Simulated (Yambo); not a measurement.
How GW settings move the gap: MgTe

G0W0@PBEsol for MgTe (zinc blende, space group F-43m, No. 216) in Yambo. Reference settings: 4×4×4 Γ-centred k mesh, bands 5 to 124 and a 8 Ry block in the screening, 124 bands in G with the Bruneval-Gonze terminator, plasmon pole fitted at 27.2 eV. The PBEsol gap Γ → Γ on this mesh is 2.34 eV; G0W0 gaps are taken between the same points.

```
change from the reference                    G0W0 gap Γ → Γ (eV)  shift of the valence edge (eV)        rough Yambo cost
-------------------------------------------  -------------------  ------------------------------  ----------------------
reference settings                                          3.98                           -1.39                       1
46 bands in W, 46 bands in G                                3.95                           -1.16               about 1/3
67 bands in W, 67 bands in G                                3.95                           -1.27  within a factor of two
exchange cut at 5 Ry                                        4.50                           -0.82                       –
46 bands in W, 46 bands in G, 6 Ry block                    3.94                           -1.14               about 1/3
67 bands in W, 67 bands in G, 2 Ry block                    3.66                           -0.97               about 1/3
46 bands in W, 46 bands in G, 5 Ry block                    3.89                           -1.09               about 1/3
94 bands in W, 94 bands in G, 6 Ry block                    3.95                           -1.31  within a factor of two
67 bands in W, 67 bands in G, 6 Ry block                    3.94                           -1.25  within a factor of two
94 bands in W, 94 bands in G, 2 Ry block                    3.65                           -0.99  within a factor of two
5 Ry block                                                  3.90                           -1.26  within a factor of two
94 bands in W, 94 bands in G, 3 Ry block                    3.84                           -1.17  within a factor of two
3 Ry block                                                  3.84                           -1.19  within a factor of two
27 bands in W, 27 bands in G, no terminator                 3.85                           -0.61               about 1/6
94 bands in W, 94 bands in G, no terminator                 3.94                           -1.24  within a factor of two
```

The reference isn't shown to be the converged limit. Costs are rough (shared machines), scaled to the same edge states, and given only for runs that recompute the screening.

Without spin-orbit coupling, band edges of such heavy elements can be off by tenths of an eV.

The standard potential for Te keeps a d shell in the valence without the s and p states of that shell. In tests on such compounds this moved G0W0 gaps by up to about 0.9 eV, so absolute quasiparticle energies here are unreliable; differences between settings are what counts.

Geometry relaxed with PBEsol; primitive cell a = 4.553 Å, b = 4.553 Å, c = 4.553 Å, α = 60.00°, β = 60.00°, γ = 60.00°.

This is not the ordinary phase of the substance; no match was found in the copy of COD used, and its stability was not checked.

A shift is the quasiparticle energy of the state minus its PBEsol energy.
